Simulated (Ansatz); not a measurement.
The cell below belongs to a search over invented structures; it isn't taken from experiment.

Input and command of a plane-wave DFT calculation in Ansatz:

```yaml
crystal:
  lattice:
    - [0.0, 4.4891334485, 4.4891334485]
    - [4.4891334485, 0.0, 4.4891334485]
    - [4.4891334485, 4.4891334485, 0.0]
  atoms:
    - { symbol: Hf, position: [0.625, 0.125, 0.625] }
    - { symbol: Hf, position: [0.125, 0.625, 0.625] }
    - { symbol: Hf, position: [0.625, 0.625, 0.125] }
    - { symbol: Hf, position: [0.625, 0.625, 0.625] }
    - { symbol: Ta, position: [0.0, 0.0, 0.0], spin: 1.0 }
    - { symbol: Ta, position: [0.25, 0.25, 0.25], spin: 1.0 }
    - { symbol: "N", position: [0.3838649515, 0.8720450162, 0.8720450162] }
    - { symbol: "N", position: [0.8720450162, 0.3838649515, 0.8720450162] }
    - { symbol: "N", position: [0.8720450162, 0.8720450162, 0.3838649515] }
    - { symbol: "N", position: [0.8720450162, 0.8720450162, 0.8720450162] }
    - { symbol: "N", position: [0.3779549838, 0.8661350485, 0.3779549838] }
    - { symbol: "N", position: [0.8661350485, 0.3779549838, 0.3779549838] }
    - { symbol: "N", position: [0.3779549838, 0.3779549838, 0.8661350485] }
    - { symbol: "N", position: [0.3779549838, 0.3779549838, 0.3779549838] }
basis:
  ecutwfc: 420
kpoints:
  mp_grid: { grid: [4, 4, 4] }
hamiltonian:
  xc: pbe
scf:
  occupations: { method: gaussian, width: 0.1 }
  lower_state_search: "off"
output:
  forces: true
  stress: true
  eigenvalues: true
  populations: true
magnetization:
  spin_polarized: true
```

```bash
ansatz run input.yaml --threads 1 --pin off --max-ram 2560MiB --backend cpu --events-out ev --progress --plain --runs-dir out
```

Processor: Intel(R) Xeon(R) Processor @ 2.70GHz, 1 thread, on a host shared with other jobs.

**Question.** Estimate time, memory and problem size.

**Answer.** About 60 s, peak memory 0.7 GiB. It solves 104 bands at 8 k points (after reduction by symmetry) with about 3527 plane waves, in 18 SCF iterations.
